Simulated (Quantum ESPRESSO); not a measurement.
```
CELL_PARAMETERS angstrom
      0.00000     2.07603     2.13894
      2.07603     0.00000     2.13894
      2.07603     2.07603     0.00000
ATOMIC_POSITIONS crystal
  Mg 0.00000 0.00000 0.00000
  O  0.50000 0.50000 0.50000
```
The cell was made here from a computed Materials Project entry: strained by +2 % along the cube axis and by -1 % across it, atoms relaxed (PBE without dispersion, pw.x of a modified build of Quantum ESPRESSO, symmetry kept). The parent is MgO in Fm-3m. Stability against distortions was not tested.

A lattice sum over point charges, one formal value an element (Mg +2, O -2), with no Sternheimer factor, costs far less than a self-consistent run. Taken along the main axis of each site's self-consistent tensor, it gives:

| site | V along that axis, point charges (a.u.) |
|---|---|
| Mg (atom 1) | 0.011 |
| O (atom 2) | -0.011 |

### Question
How do the values of the PAW reconstruction of the field gradient on a scalar-relativistic PBE ground state (Quantum ESPRESSO, JTH datasets) compare?

### Answer
```
site  Vzz, PAW (a.u.)  PAW over point charges
----  ---------------  ----------------------
Mg              0.083                     7.5
O               0.047                    -4.2
```
Along that axis the sign differs on O.  Cores are frozen. Against all-electron runs on small test molecules, this scheme's |Vzz| missed by −2 to +6 % on O. Mg had no test against all-electron runs.
